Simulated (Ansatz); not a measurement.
CuPd (Pm-3m), phonons: input and output

Level of theory: PBEsol, all-electron LAPW in Ansatz 0.2.0, scalar-relativistic.

The cell comes from a PAW relaxation under the same functional.

Command:

```sh
ansatz run input.yaml --threads 1 --pin off --max-ram 3072MiB --backend cpu --events-out ev --progress --plain --runs-dir out
```

Input file:

```yaml
crystal:
  lattice:
    - [2.96188173278, 0.0, 0.0]
    - [0.0, 2.96188173278, 0.0]
    - [0.0, 0.0, 2.96188173278]
  atoms:
    - { symbol: Cu, position: [0.0, 0.0, 0.0] }
    - { symbol: Pd, position: [0.5, 0.5, 0.5] }
kpoints:
  mp_grid: { grid: [12, 12, 12] }
scf:
  occupations: { method: fermi_dirac, width: 0.1 }
hamiltonian:
  xc: pbesol
  pseudopotentials: { kind: all_electron, lapw: { basis_error: 0.0005 } }
phonons:
  qmesh: [2, 2, 2]
  qpath:
    path:
      - [0.0, 0.0, 0.0]
      - [0.0, 0.5, 0.0]
      - [0.5, 0.5, 0.0]
      - [0.0, 0.0, 0.0]
      - [0.5, 0.5, 0.5]
      - [0.0, 0.5, 0.0]
      - [0.5, 0.5, 0.5]
      - [0.5, 0.5, 0.0]
    npoints: 6
  temperatures: { t_min: 0, t_max: 1000, t_step: 100 }
```

Output:

```
Warning: RAYON_NUM_THREADS=1 ignored (pool sized by the plan → 1); use --threads N
LAPW: plane waves up to 9.550 Å⁻¹, error target 5.0e-4 eV per atom; small_component_spin mean_spin; Cu in spheres of 1.229 Å, 19 of its electrons in bands, Dirac shells []; Pd in spheres of 1.259 Å, 34 of its electrons in bands, ...
Engine: ansatz 0.2.0, x86_64-unknown-linux-gnu
Pseudopotentials: kind: all_electron
Pseudopotential: Cu, LAPW, valence charge 19, lapw/all_electron/scalar/gaussian/Cu, Koelling and Harmon's equation, gaussian nucleus
Pseudopotential: Pd, LAPW, valence charge 34, lapw/all_electron/scalar/gaussian/Pd, Koelling and Harmon's equation, gaussian nucleus
Functional definition: PBEsol
  exchange = pbesol_x
  correlation = pbesol_c
Crystal: 4 atoms, lattice volume = 51.968 Å³
Basis set: ecut = 347.4527897502597 eV, 791 PW (Γ), exchange–correlation at level 2
Bands: 64, of which v1, the nominal top of the filled ones, is band 53 counted from 1 (52 counted from 0)
Symmetry: 32 space group operations
k-points: 112 of 864
Non-local potential: Cu, projectors of the file, none
Non-local potential: Pd, projectors of the file, none
Initial density: superposition of atomic densities (chi_scale 0.1, normalization cell, long waves kept (reshape's long-wave potential 0.00 eV rms))
Initial wavefunctions: plane waves of lowest kinetic energy (no species holds an atomic orbital)
Functional: x = pbesol(κ = 0.804, μ = 0.12345679012345678), c = pbesol(β = 0.046)
iter 1 solved again at ethr=3.37e-3 eV; its pass at ethr=1.00e-1 eV (dr2=3.57e0 eV) is discarded
SCF iter   1: F=—  HF=-364481.409111 eV  |F-HF|=—  |Δ(HF+E_count)|=         —  Δρ=8.40e-2  dr2=3.58e0  ethr=3.37e-3  ⟨swp⟩=2.0  Hψ=44973  notcnv=0
preconditioner: auto → Kerker (q_TF=auto, 3.072 Å⁻¹)  [metal: Δε(μ)=0.017 eV  Ē_g=11.521 eV  σ=0.100 eV  W_gap=0.04  n_scr=28 (ndim 8)  ℏωp=33.4 eV  f_vac=0.000  D(μ)=4.71/eV (n_scr^D=54)]
iter 2 solved again at ethr=1.72e-5 eV; its pass at ethr=3.37e-3 eV (dr2=1.83e-2 eV) is discarded
SCF iter   2: F=—  HF=-364478.867382 eV  |F-HF|=—  |Δ(HF+E_count)|=    2.54e0  Δρ=1.17e-2  dr2=1.83e-2  ethr=1.72e-5  ⟨swp⟩=2.1  Hψ=34528  notcnv=0
SCF iter   3: F=—  HF=-364477.392035 eV  |F-HF|=—  |Δ(HF+E_count)|=    1.48e0  Δρ=1.89e-2  dr2=1.41e-1  ethr=1.72e-5  ⟨swp⟩=3.0  Hψ=24003  notcnv=0
SCF iter   4: F=—  HF=-364477.356279 eV  |F-HF|=—  |Δ(HF+E_count)|=         —  Δρ=2.04e-2  dr2=3.17e-1  ethr=1.72e-5  ⟨swp⟩=3.0  Hψ=21982  notcnv=0
the basis was enlarged: its passes take 257.9 KiB over the memory plan, 1 of 1 planned eigensolver slots
SCF iter   5: F=—  HF=-364477.288794 eV  |F-HF|=—  |Δ(HF+E_count)|=   6.75e-2  Δρ=1.18e-2  dr2=1.07e-1  ethr=1.72e-5  ⟨swp⟩=2.0  Hψ=20385  notcnv=0
SCF iter   6: F=—  HF=-364477.274962 eV  |F-HF|=—  |Δ(HF+E_count)|=   1.38e-2  Δρ=3.93e-3  dr2=1.35e-2  ethr=1.72e-5  ⟨swp⟩=2.0  Hψ=18659  notcnv=0
SCF iter   7: F=—  HF=-364477.271960 eV  |F-HF|=—  |Δ(HF+E_count)|=   3.00e-3  Δρ=5.67e-4  dr2=1.53e-4  ethr=1.27e-5  ⟨swp⟩=2.0  Hψ=18794  notcnv=0
SCF iter   8: F=—  HF=-364477.271938 eV  |F-HF|=—  |Δ(HF+E_count)|=   2.19e-5  Δρ=2.35e-4  dr2=4.41e-5  ethr=1.44e-7  ⟨swp⟩=2.0  Hψ=20440  notcnv=0
[... 137 lines left out ...]
SCF iter   5: F=—  HF=-364477.271495 eV  |F-HF|=—  |Δ(HF+E_count)|=   1.23e-5  Δρ=3.24e-5  dr2=8.24e-7  ethr=7.77e-10  ⟨swp⟩=2.0  Hψ=30664  notcnv=0
SCF iter   6: F=—  HF=-364477.271494 eV  |F-HF|=—  |Δ(HF+E_count)|=   3.11e-7  Δρ=2.38e-5  dr2=4.50e-7  ethr=7.77e-10  ⟨swp⟩=2.0  Hψ=17880  notcnv=0
SCF iter   7: F=—  HF=-364477.271494 eV  |F-HF|=—  |Δ(HF+E_count)|=   2.86e-7  Δρ=8.06e-6  dr2=2.97e-8  ethr=4.24e-10  ⟨swp⟩=2.0  Hψ=17880  notcnv=0
SCF iter   8: F=—  HF=-364477.271494 eV  |F-HF|=—  |Δ(HF+E_count)|=   1.55e-8  Δρ=5.03e-6  dr2=9.56e-9  ethr=2.81e-11  ⟨swp⟩=2.0  Hψ=17880  notcnv=0
SCF iter   9: F=—  HF=-364477.271494 eV  |F-HF|=—  |Δ(HF+E_count)|=   5.47e-9  Δρ=4.06e-6  dr2=1.10e-8  ethr=2.02e-11 (applied; sched 9.02e-12)  ⟨swp⟩=2.0  Hψ=17880  notcnv=0  recentre
SCF iter  10: F=—  HF=-364477.271494 eV  |F-HF|=—  |Δ(HF+E_count)|=   5.88e-9  Δρ=2.79e-6  dr2=2.81e-9  ethr=2.02e-11 (applied; sched 9.02e-12)  ⟨swp⟩=2.0  Hψ=17880  notcnv=0
SCF iter  11: F=-364477.271494 eV  HF=-364477.271494 eV  |F-HF|=5.82e-11  |Δ(HF+E_count)|=  6.98e-10  Δρ=6.82e-7  dr2=2.40e-10  ethr=2.02e-11 (applied; sched 2.65e-12)  ⟨swp⟩=2.0  Hψ=17880  notcnv=0
SCF 9 converged in 11 iterations: F = -364477.271494 eV  dr2 = 2.40e-10
SCF converged after 14 iterations
Free energy (F): -364477.271933 eV
Harris-Foulkes:  -364477.271933 eV  (|F-HF|=1.16e-9)
Internal energy: -364477.178138 eV  (E = F + TS)
E sigma→0 (E₀):  -364477.225036 eV
Entropy (-TS):   -0.093794 eV (-23.449 meV/atom)
Fermi energy:    19.373615 eV
--- Per-component energies (eV) ---
  E_band       = -12909.563033
  E_kinetic    = 377964.762067
  E_xc         = -11319.299031
  E_electrostatic = -731122.641174  (all electrons and nuclei)
  E_smearing   = -0.093794  (= −TS)
  E_closure    = 0.000000  (closes the sum)
  Σ components = -364477.271933   (vs F -364477.271933, Δ=0.00e0)
  Basis errors (estimates in eV, not in F): energy 1.3e-4 per atom: plane waves 1.2e-4 (6.6e-5 summed), levels above the bands 2.8e-61, relativity 1.4e-8, radial functions 1.1e-5, core shells 3.2e-8; eigenvalues (radial functions ...
--- Forces (eV/Å), atoms counted from 1 ---
  atom   1  Cu    -0.00000000     0.00000000     0.00000000
  atom   2  Pd     0.00000000     0.00000000     0.00000000
  atom   3  Cu    -0.00000000     0.00000000    -0.00000000
  atom   4  Pd     0.00000000     0.00000000     0.00000000
  max |Σ_I F_I| component: 9.86e-31 eV/Å
--- Phonons: 6 displaced members + 3 references (amplitude of the first 0.01 Å, Σ member SCF iterations 64) ---
  ASR residual: 2.090e-4 → 0.000e0 eV/Å²; symmetrization residual: 1.550e-4 eV/Å²
  largest component of a force at the reference: 5.2e-31 eV/Å
  ASR residual per site (eV/Å²): 2.09e-4 1.44e-4
  Γ frequencies (cm⁻¹): 0.00 0.00 0.00 224.37 224.37 224.37
--- Phonons (by wavevector): 4 wavevectors in 3 supercells ---
  supercell 1 (2 cells, vectors [1, 0, 0], [0, 1, 0], [0, 0, 2] in multiples of the cell's): 2 displaced members by 0.01 Å; free energy -364477.271933 eV; taken off its force constants: by the sum rule 1.8e-4, by the ...
  symmetry images taken by strict's conditions (phonons.symmetry_images: auto; settled by no image being taken that strict refuses)
  supercell 2 (2 cells, vectors [1, 0, 0], [0, 1, -1], [0, 0, 2] in multiples of the cell's): 2 displaced members by 0.01 Å; free energy -364477.271933 eV; taken off its force constants: by the sum rule 1.3e-4, by the ...
  symmetry images taken by strict's conditions (phonons.symmetry_images: auto; settled by no image being taken that strict refuses)
  supercell 3 (2 cells, vectors [0, 1, -1], [-1, 1, 0], [0, 0, 2] in multiples of the cell's): 2 displaced members by 0.01 Å; free energy -364477.271933 eV; taken off its force constants: by the sum rule 2.1e-4, by the ...
  symmetry images taken by strict's conditions (phonons.symmetry_images: auto; settled by no image being taken that strict refuses)
  q = [0.0000, 0.0000, 0.0000] (star 1, supercell 1; hermiticity 0.00e0, symmetrization 2.60e-6): 0.00 0.00 0.00 224.37 224.37 224.37
  q = [0.0000, 0.0000, -0.5000] (star 3, supercell 1; hermiticity 9.29e-17, symmetrization 1.89e-16): 136.48 136.48 175.53 188.21 188.21 196.96
  q = [0.0000, -0.5000, -0.5000] (star 3, supercell 2; hermiticity 1.15e-16, symmetrization 3.83e-16): 48.79 48.79 134.84 183.33 245.63 245.63
  q = [-0.5000, -0.5000, -0.5000] (star 1, supercell 3; hermiticity 1.03e-16, symmetrization 6.08e-16): 161.25 161.25 161.25 181.53 181.53 181.53
  joined force constants: q→R imaginary residual 2.90e-17
  density of states and harmonic sums: on the 22×22×22 q-mesh, interpolated from the force constants of a 2×2×2 supercell (no non-analytic term)
  largest difference from the sums on the solved wave vectors: F 6.43e-2 eV, S 9.66e-5 and C_V 3.23e-5 eV/K
```

Self-consistency was reached.

### Phonons on the q mesh

Harmonic phonons of a crystal by Kohn-Sham DFT at the given cell, standard atomic masses, acoustic sum rule imposed; negative wavenumbers are unstable modes; one row a degenerate set, branches counted upwards.

```
Unstable phonons : no
```

```tsv
point	q a (r.l.u.)	q b (r.l.u.)	q c (r.l.u.)	branch	phonon wavenumber (cm⁻¹)	degeneracy
Gamma	0	0	0	4	224.4	3
X	0.5	0	0	1	136.5	2
X	0.5	0	0	3	175.5	1
X	0.5	0	0	4	188.2	2
X	0.5	0	0	6	197	1
M	0.5	0.5	0	1	48.8	2
M	0.5	0.5	0	3	134.8	1
M	0.5	0.5	0	4	183.3	1
M	0.5	0.5	0	5	245.6	2
R	0.5	0.5	0.5	1	161.2	3
R	0.5	0.5	0.5	4	181.5	3
```

**Zone-centre phonons**

Optical zone-centre levels upwards with Mulliken labels, activity, and the element with most of the kinetic energy.

```
Point group : m-3m
```

| number | phonon wavenumber (cm⁻¹) | label | infrared | raman | lead element |
| --- | --- | --- | --- | --- | --- |
| 1 | 224.4 | T1u | yes | no | Cu |

**Harmonic thermodynamics**

Sums over wave vectors interpolated from the q mesh.

```json
{
 "Zero point energy": "29.79 meV/atom"
}
```

| temperature (K) | phonon heat capacity (k_B/atom) | phonon entropy (k_B/atom) | phonon free energy (meV/atom) |
| --- | --- | --- | --- |
| 100 | 1.949 | 1.368 | 25.54 |
| 200 | 2.66 | 3 | 6.26 |
| 300 | 2.84 | 4.119 | -24.68 |
| 400 | 2.908 | 4.947 | -63.9 |
| 500 | 2.941 | 5.6 | -109.4 |
| 600 | 2.959 | 6.138 | -160.1 |
| 700 | 2.969 | 6.594 | -215 |
| 800 | 2.977 | 6.991 | -273.6 |
| 900 | 2.981 | 7.342 | -335.4 |
| 1000 | 2.985 | 7.657 | -400 |

Caveats: responses of metals move with mesh and smearing; activity by symmetry alone, a metal screens infrared modes; coarse q mesh.

It took 40 min on 1 thread of Intel(R) Xeon(R) Platinum 8488C (Sapphire Rapids), on a shared host, peak memory 2.7 GiB.
